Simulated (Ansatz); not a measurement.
# AlInC4N4, before and after

The cell of AlInC4N4 is invented: two interpenetrating cyanide-bridged diamond nets (P-43m, No. 215). Lengths were set from tabulated atomic sizes, so they are only a guess.

start:

Space group P-43m (No. 215). a = 5.928 Å, b = 5.928 Å, c = 5.928 Å, α = 90.00°, β = 90.00°, γ = 90.00°
| atom | site | symmetry | x | y | z |
| --- | --- | --- | --- | --- | --- |
| Al | 1b | -43m | 0.5000 | 0.5000 | 0.5000 |
| In | 1a | -43m | 0.0000 | 0.0000 | 0.0000 |
| C | 4e | .3m | 0.1949 | 0.1949 | 0.1949 |
| N | 4e | .3m | 0.3089 | 0.3089 | 0.3089 |

All numbers below come from DFT PBE, scalar-relativistic, plane waves, PAW (Ansatz). Cutoff 420 eV, Gaussian smearing, Γ-centred meshes. Cell and atoms relax first on a coarse mesh and then on a finer one. In between, the cell is made exact in the group found at 0.06 Å. In metals the finer mesh still leaves noise of several meV/atom or more. The steps can't lower the symmetry of their start. No spin polarisation.

end:

Space group P-43m (No. 215). a = 5.992 Å, b = 5.992 Å, c = 5.992 Å, α = 90.00°, β = 90.00°, γ = 90.00°
```tsv
atom	site	symmetry	x	y	z
Al	1b	-43m	0.5000	0.5000	0.5000
In	1a	-43m	0.0000	0.0000	0.0000
C	4e	.3m	0.2085	0.2085	0.2085
N	4e	.3m	0.3227	0.3227	0.3227
```

The symmetry stays P-43m (No. 215). The volume per atom grows by 3.3 %, from 20.8 to 21.5 Å³. The shortest distance goes from 1.17 Å (C–N) to 1.19 Å (C–N). The energy falls by about 0.14 eV/atom (the start's value is from the coarse mesh).

| Item | Value |
| --- | --- |
| Volume per atom | 21.52 Å³ |
| Density | 1.90 g/cm³ |
| Energy over the elements | +0.49 eV/atom |
| Gap on the 6×6×6 mesh of the 10-atom cell | 0 eV (a metal) |

Formation energies are uncorrected and refer to the elements' standard structures at the same level (N₂ as a molecule). It can't be a ground state, since the elements alone are lower.

The last run used Gaussian smearing of 0.10 eV. The cell is a metal run without spin, though a test with spin on the coarse mesh kept 1.4 μB a cell, so a magnetic state probably lies lower. The reference form of C is held partly by dispersion forces, which this level lacks. A structure relaxed within its symmetry needn't be a true minimum. In all, the 3 runs took 3.7 min on 1 thread of Arm Neoverse N1, with other jobs on the host.
